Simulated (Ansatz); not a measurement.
A: HfO$_{2}$ (tetragonal-ZrO2 type, space group P4_2/nmc), a = b = 3.5675 Å, c = 5.1667 Å, α = β = γ = 90.00°
B: SiO$_{2}$ (alpha-cristobalite type, space group P4_12_12), a = b = 5.0289 Å, c = 7.0108 Å, α = β = γ = 90.00°
C: Al₂O₃ (corundum), a = 4.7732 Å, b = 4.7732 Å, c = 13.0134 Å, α = 90.00°, β = 90.00°, γ = 120.00°

Scan: energy against volume (even scaling of the relaxed cell, symmetry kept). One method and one kind of scan serve all of them; meshes and ranges differ. All were relaxed with their symmetry unable to fall. HfO2 is run without spin polarisation. Spin-orbit coupling is left out. The PAW data are Ansatz's earlier set. This is a high-temperature form of HfO2.

Q: Order them by bulk modulus at fixed cell shape (fitted) (lowest first) at the level PBEsol (plane waves to 420 eV, PAW, scalar-relativistic; Ansatz, a program for electronic structure).

A: B (14.2 GPa), A (207 GPa), C (242 GPa)

(Under strain, the slope of the energy per volume gives the stress and its curvature an elastic modulus.)
